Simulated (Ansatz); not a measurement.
# Tetragonal deformation path in Ti

Computed with DFT r2SCAN, scalar-relativistic, plane waves, PAW in Ansatz. Cutoff 500 eV, Γ-centred 22×22×22 k-points, Gaussian smearing of 0.15 eV. No spin polarisation. Energies are free energies at this smearing, counted from the undisturbed cell; pressure is positive in compression.

Zero of the scan (as given, not relaxed at this level; it stands at 4.4 GPa; this fcc form isn't the usual structure):

```
Ti
1.0
     0.00000    2.03000    2.03000
     2.03000    0.00000    2.03000
     2.03000    2.03000    0.00000
Ti
1
Cartesian
  0.0000 0.0000 0.0000
```

At fixed volume and fractional coordinates, lengths along (0.000, 0.000, 1.000) are scaled against those across it; ρ is that ratio over its starting value. The cell is metallic on the mesh throughout. At ρ = 0.707 the cell becomes cubic (Im-3m), and there the slope of the energy vanishes by symmetry.

| ρ | ΔE (meV/atom) |
| --- | --- |
| 0.650 | 48.5 |
| 0.707 | 58.0 |
| 0.780 | 47.6 |
| 0.850 | 25.9 |
| 0.920 | 7.8 |
| 0.960 | 1.9 |
| 1.000 | 0.0 |
| 1.050 | 2.6 |
| 1.100 | 9.5 |
| 1.200 | 35.3 |
| 1.300 | 82.2 |
| 1.414 | 167.2 |
| 1.500 | 255.1 |